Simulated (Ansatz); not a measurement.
Input and command of a calculation in Ansatz (plane waves; scalar-relativistic PAW potentials unless the input names others):

```yaml
crystal:
  lattice:
    - [0.0, 2.3564331911, 2.3564331911]
    - [2.3564331911, 0.0, 2.3564331911]
    - [2.3564331911, 2.3564331911, 0.0]
  atoms:
    - { symbol: Zr, position: [0.0, 0.0, 0.0] }
    - { symbol: C, position: [0.5, 0.5, 0.5] }
basis:
  ecutwfc: 500
kpoints:
  mp_grid: { grid: [20, 20, 20] }
hamiltonian:
  xc: r2scan
scf:
  occupations: { method: fermi_dirac, width: 0.3 }
  n_extra_bands: 0
  max_iter: 50
output:
  forces: true
  eigenvalues: true
  stress: true
relax:
  adjacent_minimum: "off"
  f_tol: 0.01
  max_steps: 80
  cell: { stress_tol: 0.05 }
```

```bash
ansatz run input.yaml --threads 1 --pin off --max-ram 2560MiB --backend cpu --events-out ev --progress --plain --runs-dir out
```

What is wrong with this input?

The program refuses it, because of too few bands (scf.n_extra_bands: not typed → 0). Also changed, but not at fault: scf.occupations: {"method": "gaussian", "width": 0.1} → {"method": "fermi_dirac", "width": 0.3}. With the sound run's settings it is accepted.

Abridged log:
```
Error: inconsistent input (scf.n_extra_bands, scf.occupations.method): n_bands = 8 leaves no empty band above the 8 bands per channel that the deck's 16 electrons occupy, and the occupations search for the Fermi level (a smearing at a finite width, or tetrahedra): a level found among occupied bands alone can fill a metal as an insulator; raise scf.n_extra_bands until at least 9 bands are solved (omitted, it auto-derives to 13) (see scf.n_extra_bands in the input reference)
```